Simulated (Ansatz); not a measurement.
MoS$_{2}$ (3R-MoS2 type, space group R3m)

```
MoS2
1.0
    1.58761     0.91661     6.19494
   -1.58761     0.91661     6.19494
    0.00000    -1.83321     6.19494
Mo S
1 2
Direct
  0.00000   0.00000   0.00000
  0.75030   0.75030   0.75030
  0.58300   0.58300   0.58300
```

The slice is a (0001) plane (indices of the conventional cell) through the point (0.583, 0.583, 0.583) (fractional), spanned by u = [1 0 -1] and v = [-1 2 -1] in vectors of this cell: u (3.18 Å) and v (5.50 Å, at 90° to u). It covers one period; positions are fractions (u, v).

The numbers are results of r2SCAN+rVV10 (plane waves to 500 eV, PAW, scalar-relativistic; Ansatz, a program for electronic structure), not measurements. k mesh 12×12×12. Near the nuclei the fields are pseudised (PAW); where an atom keeps semicore shells as valence, they peak there. MoS2 is run without spin polarisation. MoS2 was relaxed with its symmetry unable to fall. This is one of several known forms of MoS2; the measured ambient cells at hand have space group No. 194.

Question: Predict the map of the density of the highest valence band (whole band, smooth part) on the slice.

Answer: 
```
|::--++**++==::..        ..::==++**++--|
|####****==--..            ..--==****##|
|@@@@##++--::..            ..::--++##@@|
|@@%%**==::..                ..::==**%%|
|##**++--::..                ..::--++**|
|++++--::..                    ..::--++|
|====--::..                    ..::--==|
|==----::..                    ..::----|
|====--::......            ......::--==|
|====----::::::............::::::----==|
|======----------------------------====|
|==========++++++++++++++++++++========|
|------==++**##%%##****##%%##**++==----|
|::::--==++##@@@@##++++##@@@@##++==--::|
|....::--++##@@@@**::::**@@@@##++--::..|
|......::==**%%##==....==##%%**==::....|
|    ....--++****==::::==****++--....  |
|      ..::--++**########**++--::..    |
|        ..::==**%%@@@@%%**==::..      |
|        ..::--++##@@@@##++--::..      |
|          ..::==**####**==::..        |
|          ..::--==++++==--::..        |
|          ....::--====--::....        |
|          ....::--====--::....        |
|      ......::----====----::......    |
|........::::::--========--::::::......|
|--------------============------------|
|++++++++++====================++++++++|
|**##%%%%##++====--------====++##%%%%##|
|++**@@@@%%**==--::::::::--==**%%@@@@**|
|::==##@@%%**==::::....::::==**%%@@##==|
|  ::++%%##++--::........::--++##%%++::|
```
Scale: ten equal steps from 0.001 (start of ' ') to 0.062 (end of '@'), in the order ' .:-=+*#%@'. Values: density of the highest valence band (whole band, smooth part) in e/Å³. The map has 19 points along u (two characters each, u = 0 at the left) and 32 along v (v = 0 in the bottom row).
